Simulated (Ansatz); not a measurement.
**Structure relaxation, Bi**

The start is a generated cell, Bi placed in the beta-W structure type. A full variable-cell relaxation at zero pressure is run with r2SCAN (plane waves to 500 eV, PAW, scalar-relativistic; Ansatz, a quantum-chemistry and plane-wave program). The first steps use a coarse 5×5×5 k-mesh.

The start:
```
CELL_PARAMETERS angstrom
      6.37831     0.00000     0.00000
      0.00000     6.37831     0.00000
      0.00000     0.00000     6.37831
ATOMIC_POSITIONS crystal
  Bi 0.25000 0.00000 0.50000
  Bi 0.75000 0.00000 0.50000
  Bi 0.00000 0.50000 0.25000
  Bi 0.00000 0.50000 0.75000
  Bi 0.50000 0.25000 0.00000
  Bi 0.50000 0.75000 0.00000
  Bi 0.00000 0.00000 0.00000
  Bi 0.50000 0.50000 0.50000
```

- Energy released = under 0.01 eV/atom
- Shortest distances (start → end) = The closest pairs of elements (up to four, under 3.6 Å), start → end: Bi–Bi 3.19 → 3.17 Å
- Optimiser moves = 4

It ends as:

Space group Pm-3n (No. 223); a = b = c = 6.3491 Å, α = β = γ = 90.00°

```csv
atom,site,symmetry,x,y,z
Bi,6c,-4m.2,0.0000,0.5000,0.2500
Bi,2a,m-3.,0.0000,0.0000,0.0000
```

Final values are on a 8×8×8 k-mesh of the relaxed cell. No spin polarisation in the result.

The run could not lower the symmetry of its start; a shaken copy of this end point relaxes with r2SCAN to R-3m (No. 166), 0.37 eV/atom lower.

The relaxed structure here is a generated cell of Bi: the first start was made by placing the elements on the sites of a structure type, and the end was not matched to a known phase here, so it may be hypothetical. Known forms of Bi include space group No. 166.
